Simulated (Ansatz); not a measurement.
Equation of state of lithium, diamond

Theory: DFT, r2SCAN, plane waves (500 eV) with PAW, scalar-relativistic (Ansatz). The PAW files were generated under PBE, with cores re-solved for the functional.

The cell is scaled uniformly from the relaxed one, with fractional coordinates and shape fixed. Energies are extrapolated to zero smearing, pressures are those at the given smearing. Magnetic state: spin not included.

```
V (Å³/atom)  E − E₀ (meV/atom)  P (GPa)
     23.029                6.4     0.82
     24.076                2.5     0.50
     25.122                0.5     0.23
     26.169                0.0     0.00
     27.216                1.0    -0.20
     28.263                3.2    -0.38
     29.310                6.4    -0.53
```

Problem. Fit a third-order Birch-Murnaghan equation.

Solution. V₀ = 25.94 Å³/atom, B₀ = 5.5 GPa, B₀′ = 2.7.
